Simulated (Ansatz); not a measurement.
Starting cell, AlNi3 (Cu3Au type):

```xyz
4
Lattice="3.5261 0.0000 0.0000 0.0000 3.5261 0.0000 0.0000 0.0000 3.5261" Properties=species:S:1:pos:R:3 pbc="T T T"
Ni     0.0000     1.7631     1.7631
Ni     1.7631     1.7631     0.0000
Ni     1.7631     0.0000     1.7631
Al     0.0000     0.0000     0.0000
```

In this cell atom 1 (Ni, nearest neighbour Ni at 2.493 Å; its periodic images, 3.5 Å or more away, move with it) is moved by s along Cartesian [111], unit vector (0.577, 0.577, 0.577); all other atoms and the cell stay fixed.

Calculation: r2SCAN (plane waves to 500 eV, PAW, scalar-relativistic; Ansatz, an electronic-structure program). k mesh 11×11×11 (Γ-centred), Fermi-Dirac smearing 0.05 eV. Energies are smeared free energies. Stress and pressure are positive under compression. With partly filled bands, energies and forces of such displacements shift with the k mesh and the smearing. F∥ is the force on the atom along that direction. AlNi3 was relaxed with its symmetry unable to fall. Relaxed AlNi3 ends ferromagnetic. The magnetic order is the one the run started from; other orders were not tried. The zero of ΔE is the undisplaced structure.

```csv
s (Å),ΔE (meV/cell),P (GPa),F∥ (eV/Å),moment (μB/cell)
-0.500,1469,15.9,6.700,0.74
-0.400,892,9.9,4.909,0.80
-0.300,478,5.5,3.399,0.85
-0.200,204,2.4,2.113,0.87
-0.100,50,0.6,1.003,0.88
0.000,0,0.0,0.000,0.89
0.100,50,0.6,-1.003,0.88
0.200,204,2.4,-2.113,0.87
0.300,478,5.5,-3.399,0.85
0.400,892,9.9,-4.909,0.80
0.500,1469,15.9,-6.700,0.74
```

Key numbers:

| Quantity | Result |
|---|---|
| Energy at s = 0.500 Å | 1469 meV/cell |
| Force along the line at s = -0.500 Å | 6.70 eV/Å |
| Symmetry of the curve | even: the same for both signs |
| Shape of the curve | a single well with its minimum at or next to zero displacement |
| Force constant k = d²E/ds² at s = 0 (finite differences) | 9.86 eV/Å² |
| Harmonic estimate at the end of the scan | ½ks² = 1232 meV/cell against the computed 1469 meV/cell, so the well is stiffer than harmonic there |

(A displaced cell: forces are minus the slopes of the energy, force constants its curvatures, and phonons follow from these.)
